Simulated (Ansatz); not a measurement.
Trial structure of Mn2AlP3, not yet relaxed:

```
Mn Al P
1.0
     3.50412    0.00000    0.00000
     0.00000    3.50412    0.00000
     0.00000    0.00000    7.67973
Mn Al P
2 1 3
Direct
  0.00000 0.50000 0.73400
  0.50000 0.00000 0.26600
  0.00000 0.00000 0.00000
  0.50000 0.50000 0.00000
  0.00000 0.50000 0.38200
  0.50000 0.00000 0.61800
```

Theory: DFT PBE, scalar-relativistic, plane waves, PAW (Ansatz 0.2.0). Cutoff 420 eV; k points 6×6×2 on the computed 6-atom cell (Γ-centred); Gaussian smearing, width 0.10 eV; collinear spin from starting moments 4.0 4.0 0.0 0.0 0.0 0.0 μB.

The zero of energy is the elements' standard structures at the same level; no fitted shifts are applied. The references include black phosphorus.

**Question.** How far from equilibrium is it?

**Answer.** The pressure is -13.3 GPa (the mean over three directions, positive in compression), the largest force is 0.61 eV/Å, and the energy is −0.09 eV/atom against the elements. The shortest distance is 2.48 Å.

**Question.** Is it a good guess?

**Answer.** A fair one: relaxing gains about 0.15 eV/atom (the start's value is from the coarse mesh, so the gain is rough) in 15 ionic steps and ends at −0.24 eV/atom on the finer mesh. The symmetry stays P-4m2 (No. 115). The volume per atom shrinks by 16.3 %, from 15.7 to 13.2 Å³. The shortest distance goes from 2.48 Å (Al–P) to 2.36 Å (Al–P). Conventional cell: a = 3.340 Å, c = 7.079 Å. Mn has 7 P at 2.38–2.55 Å and 2 Al at 2.55 Å; around Al lie 4 P at 2.36 Å and 4 Mn at 2.55 Å; around P on a site of symmetry -4m2 lie 4 Al at 2.36 Å and 4 Mn at 2.55 Å; 1 more site not described.

The last run used collinear spin, a 12×12×6 mesh (in the run's order of axes) for its 6-atom cell and Gaussian smearing of 0.10 eV. The reference form of P is held partly by dispersion forces, which this level lacks. Another magnetic order may lie lower. The relaxation can't lower the symmetry of the start, and the grade says only how near the guess is to its own end. Symmetry constrained the relaxation, so the result can be a saddle point.
